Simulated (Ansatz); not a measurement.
Starting cell, SiC (wurtzite):

```yaml
crystal:
  lattice:
    - [6.15095, 0.00000, 0.00000]
    - [-1.53774, 2.66344, 0.00000]
    - [0.00000, 0.00000, 5.04859]
  atoms:
    - { symbol: Si, position: [0.33333, 0.33333, 0.00050] }
    - { symbol: Si, position: [0.83333, 0.33333, 0.00050] }
    - { symbol: Si, position: [0.16667, 0.66667, 0.50050] }
    - { symbol: Si, position: [0.66667, 0.66667, 0.50050] }
    - { symbol: C, position: [0.33333, 0.33333, 0.62470] }
    - { symbol: C, position: [0.83333, 0.33333, 0.62470] }
    - { symbol: C, position: [0.16667, 0.66667, 0.12470] }
    - { symbol: C, position: [0.66667, 0.66667, 0.12470] }
```

The atoms are displaced by Q × the pattern below (from a DFPT mode at M = (0.5, 0.0, 0.0), largest move 1; Q in Å), at fixed cell. (q is in reciprocal vectors of the primitive cell; the cell shown is doubled to hold the pattern.)

| atom | x | y | z |
|---|---|---|---|
| Si1 | 0.038 | 0.022 | -0.151 |
| Si2 | -0.038 | -0.022 | 0.151 |
| Si3 | 0.038 | 0.022 | 0.151 |
| Si4 | -0.038 | -0.022 | -0.151 |
| C5 | -0.824 | -0.476 | 0.309 |
| C6 | 0.824 | 0.476 | -0.309 |
| C7 | -0.824 | -0.476 | -0.309 |
| C8 | 0.824 | 0.476 | 0.309 |

These are r2SCAN (plane waves to 500 eV, PAW, scalar-relativistic; Ansatz, a first-principles code) values and carry that method's errors. k mesh 6×12×7 (Γ-centred), Fermi-Dirac smearing 0.05 eV. SiC was relaxed with its symmetry unable to fall. The PAW data are Ansatz's earlier set.

At one point of the scan the forces (eV/Å) are:

```tsv
atom	Fx	Fy	Fz
Si1	0.065	0.038	-0.614
Si2	-0.209	-0.121	0.554
Si3	0.209	0.121	0.554
Si4	-0.065	-0.038	-0.614
C5	-1.449	-0.837	0.541
C6	1.277	0.737	-0.480
C7	-1.277	-0.737	-0.480
C8	1.449	0.837	0.541
```

**Question.** Which point is it?
A. Q = -0.067 Å
B. Q = -0.100 Å
C. Q = -0.033 Å
D. Q = -0.050 Å

**Answer.** D, Q = -0.050 Å

(For displaced atoms, the force is minus the slope of the energy, and its curvature is a force constant, which sets phonon frequencies.)
